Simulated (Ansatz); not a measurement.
Here is the system:

WC (WC type, space group P-6m2)

```
WC
1.0
    2.89847     0.00000     0.00000
   -1.44924     2.51015     0.00000
    0.00000     0.00000     2.82774
W C
1 1
Cartesian
  0.00000   0.00000   0.00000
  1.44924   0.83672   1.41387
```

The volume is varied about the relaxed value V₀ at fixed cell shape. Symmetry pins the atoms to their sites.

Method: PBEsol (plane waves to 420 eV, PAW, scalar-relativistic; Ansatz, a program for electronic structure). k mesh 19×19×17 (Γ-centred), Fermi-Dirac smearing 0.05 eV. The energy includes the smearing's −TS. Stress and pressure are positive under compression. With the shape held, the modulus is that of even scaling; a crystal free to change shape is softer. Spin-orbit coupling is left out, though W is heavy. WC is run without spin polarisation. WC was relaxed with its symmetry unable to fall. ΔE is measured from the relaxed starting cell.

The scan covers V/V₀ from 0.940 to 1.060 in 9 points.

What is the fitted pressure derivative B₀′?

4.2.

What bulk modulus at fixed cell shape B₀ follows from a third-order Birch-Murnaghan fit?

410 GPa.

(A scan under strain: stresses follow from slopes of the energy per volume, elastic moduli from its curvatures.)
